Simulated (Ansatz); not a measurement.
The relaxed structure here is a generated cell of ZrCu: the first start was made by a random draw of sites in a space group, and the end was not matched to a known phase here, so it may be hypothetical.

One stationary structure of ZrCu. Method: PBE (plane waves to 420 eV, PAW, scalar-relativistic; Ansatz, a quantum-chemistry and plane-wave program).

```
CELL_PARAMETERS angstrom
      0.00000     2.68537     2.68537
      2.68537     0.00000     2.68537
      2.68537     2.68537     0.00000
ATOMIC_POSITIONS crystal
  Cu 0.50000 0.50000 0.50000
  Zr 0.00000 0.00000 0.00000
```

Task: Find the space group and the Wyckoff positions (tolerance 0.01 Å).

Result: Space group Fm-3m (No. 225); a = b = c = 5.3707 Å, α = β = γ = 90.00°

```tsv
atom	site	symmetry	x	y	z
Cu	4b	m-3m	0.5000	0.5000	0.5000
Zr	4a	m-3m	0.0000	0.0000	0.0000
```

This is the rock salt type.

Task: Give the shortest distances between elements (the closest pairs, up to four, under 3.6 Å).

Result: Cu–Zr 2.69 Å.

```yaml
volume_per_atom: 19.36 Å³
band_gap: no gap (metallic)
```

No spin polarisation in the result.

The run could not lose the symmetry of its start: the end is stationary, and may be a saddle point rather than a minimum.
